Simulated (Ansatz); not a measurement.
V:
```
V
1.0
   -1.47915     1.47915     1.47915
    1.47915    -1.47915     1.47915
    1.47915     1.47915    -1.47915
V
1
Direct
  0.00000   0.00000   0.00000
```

Relaxed with DFT-PBEsol in the program Ansatz with PAW potentials. Indices refer to the conventional cell of Im-3m, a = 2.9583 Å, b = 2.9583 Å, c = 2.9583 Å, α = 90.00°, β = 90.00°, γ = 90.00°.

**Question.** Simulate the powder diffraction pattern (Fe Kα, λ = 1.93735 Å; lines above 1 %) up to 2θ = 90°.

**Answer.** Simulated powder pattern, Fe Kα, λ = 1.93735 Å (kinematic, ideal powder, no thermal factors, no anomalous dispersion; the 30 strongest lines at most, above 1 %, up to 2θ = 90°):

| 2θ (°) | d (Å) | I/Imax (%) | hkl |
|---|---|---|---|
| 55.17 | 2.092 | 100 | (110) |
| 81.82 | 1.479 | 15 | (200) |

Symmetry was held in the PBEsol relaxation. The workflow began spin-polarised and lost its moments.

Potentials: the earlier of the program's two PAW sets.
